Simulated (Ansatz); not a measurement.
Relaxed-ion elastic tensor of ZnAg in space group P-6m2 (No. 187; Zn on 1a, Ag on 1d) in GPa (Voigt order), PBEsol (plane waves, PAW; program Ansatz); density 9.36 g/cm³, 15.37 Å³ per atom.

```tsv
	1	2	3	4	5	6
1	146	90.1	81.2	0.0	0.0	0.0
2	90.1	146	81.2	0.0	0.0	0.0
3	81.2	81.2	190	0.0	0.0	0.0
4	0.0	0.0	0.0	40.1	0.0	0.0
5	0.0	0.0	0.0	0.0	40.1	0.0
6	0.0	0.0	0.0	0.0	0.0	28.0
```

Task: Is the crystal mechanically stable?

Result: Yes: the smallest eigenvalue of C is 28.0 GPa.

Task: Work out the Voigt, Reuss and Hill averages.

Result: K_V = 110, K_R = 109, K_H = 109; G_V = 37.0, G_R = 35.2, G_H = 36.1 GPa.

Task: Give Young's modulus, Poisson's ratio, Pugh's ratio and the universal anisotropy index.

Result: E = 9KG/(3K + G) = 97.5 GPa; ν = 0.35; K/G = 3.03 (ductile by the Pugh limit of 1.75); A_U = 5G_V/G_R + K_V/K_R − 6 = 0.26.

Task: Estimate the sound speeds and the Debye temperature.

Result: v_l = √((K + 4G/3)/ρ) = 4100 m/s, v_t = √(G/ρ) = 1960 m/s, mean 2210 m/s; Θ = (h/k)(3n/4πV)^(1/3) v_m = 264 K.

Task: How much does each axis shrink under pressure?

Result: Linear compressibilities β_i = Σ_j S_ij (j = 1 to 3): x 3.4, y 3.4, z 2.3 per TPa.

The workflow started from a Materials Project entry (that database holds measured and hypothetical structures alike); the Crystallography Open Database copy checked does not list it. COD files the formula under space group No. 221. With Zn and Ag taken as one species the cell has the higher symmetry P6_3/mmc, so it may be an ordered model of a mixed-site phase. Its standing as an ambient phase is unchecked. Symmetry was held in the PBEsol relaxation; whether a distortion lowers the energy is not shown. The run is not spin-polarised. As this level gives no gap, shear constants depend on the k-mesh and smearing (Fermi–Dirac, 0.1 eV here).

Potentials: the later of the program's two PAW sets.
